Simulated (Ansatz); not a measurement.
In₅AgSe₈:
```yaml
crystal:
  lattice:
    - [5.83837, 0.00000, 0.00000]
    - [0.00000, 5.83837, 0.00000]
    - [0.00000, 0.00000, 11.95270]
  atoms:
    - { symbol: In, position: [0.50000, 0.00000, 0.25316] }
    - { symbol: In, position: [0.00000, 0.50000, 0.74684] }
    - { symbol: In, position: [0.50000, 0.00000, 0.74684] }
    - { symbol: In, position: [0.00000, 0.50000, 0.25316] }
    - { symbol: In, position: [0.50000, 0.50000, 0.00000] }
    - { symbol: Ag, position: [0.00000, 0.00000, 0.50000] }
    - { symbol: Se, position: [0.77173, 0.77173, 0.11250] }
    - { symbol: Se, position: [0.77173, 0.22827, 0.88750] }
    - { symbol: Se, position: [0.22827, 0.22827, 0.11250] }
    - { symbol: Se, position: [0.22827, 0.77173, 0.88750] }
    - { symbol: Se, position: [0.27103, 0.72897, 0.37980] }
    - { symbol: Se, position: [0.72897, 0.72897, 0.62020] }
    - { symbol: Se, position: [0.72897, 0.27103, 0.37980] }
    - { symbol: Se, position: [0.27103, 0.27103, 0.62020] }
```

Relaxed with r²SCAN.

### Question
Which orbitals make up the states near the band edges in r²SCAN (plane waves, PAW; program Ansatz)?

### Answer
Top 1 eV of the valence band: Se 4p 74 %, Ag 4d 19 %. Bottom 1 eV of the conduction band: Se 4p 40 %, In 5s 37 %, Se 4s 10 %, In 5p 8 %. Projections are on Löwdin-orthogonalised atomic valence shells; empty p or d shells of many metals are not among them.

### Question
Tabulate the density of states.

### Answer
States/eV per cell of 14 atoms, in 0.25 eV bins, energy from the valence-band maximum.

```tsv
E (eV)	total	Se 4p	In 5p	Ag 4d
-7.85	0.00	0.00	0.00	0.00
-7.60	0.00	0.00	0.00	0.00
-7.35	0.00	0.00	0.00	0.00
-7.10	0.00	0.00	0.00	0.00
-6.85	0.00	0.00	0.00	0.00
-6.60	0.00	0.00	0.00	0.00
-6.35	0.00	0.00	0.00	0.00
-6.10	12.26	6.10	0.45	0.06
-5.85	8.80	4.39	0.38	0.09
-5.60	6.49	3.22	0.33	0.10
-5.35	3.83	1.91	0.19	0.08
-5.10	4.20	2.09	0.15	0.13
-4.85	4.16	2.15	0.09	0.22
-4.60	0.26	0.14	0.00	0.03
-4.35	0.39	0.25	0.09	0.03
-4.10	3.41	2.06	0.76	0.41
-3.85	12.98	7.35	2.62	2.44
-3.60	14.76	7.06	1.97	5.30
-3.35	20.39	9.75	2.27	7.60
-3.10	17.83	9.33	2.06	5.59
-2.85	15.84	9.16	1.89	3.98
-2.60	13.63	8.69	1.54	2.81
-2.35	14.67	10.65	1.75	1.58
-2.10	15.31	11.61	1.75	1.22
-1.85	11.00	8.46	1.00	0.86
-1.60	10.09	7.88	0.79	0.97
-1.35	16.23	13.22	1.06	1.21
-1.10	1.50	1.17	0.10	0.15
-0.85	7.98	5.62	0.26	1.75
-0.60	6.00	4.33	0.18	1.19
-0.35	5.19	4.00	0.14	0.86
-0.10	4.81	3.84	0.11	0.73
0.15	0.00	0.00	0.00	0.00
0.40	0.00	0.00	0.00	0.00
0.65	0.00	0.00	0.00	0.00
0.90	0.05	0.02	0.00	0.00
1.15	0.24	0.10	0.01	0.00
1.40	0.62	0.26	0.04	0.01
1.65	1.92	0.73	0.21	0.01
1.90	4.84	1.84	0.57	0.01
2.15	6.17	2.40	0.66	0.01
2.40	7.69	3.01	0.86	0.03
2.65	10.51	4.04	1.50	0.04
2.90	8.30	2.81	2.03	0.02
3.15	3.83	0.99	1.50	0.01
3.40	3.86	0.79	1.95	0.01
3.65	3.94	0.82	2.03	0.01
3.90	5.17	1.04	2.70	0.01
4.15	9.65	1.93	5.22	0.01
4.40	10.08	1.96	5.35	0.02
4.65	9.00	1.77	4.77	0.02
4.90	8.71	1.74	4.54	0.02
5.15	7.73	1.54	4.16	0.01
5.40	7.87	1.35	4.45	0.01
```

Space group P-42m. The workflow started from a Materials Project entry (that database holds measured and hypothetical structures alike); the Crystallography Open Database files this formula in space group No. 111, but the cells were not matched. Its standing as an ambient phase is unchecked. The r²SCAN relaxation kept the symmetry of its start; whether a distortion lowers the energy is not shown. No spin polarisation was allowed. Scalar-relativistic: spin–orbit coupling is off unless named, which matters more the heavier the elements.

Potentials: the later of the program's two PAW sets.
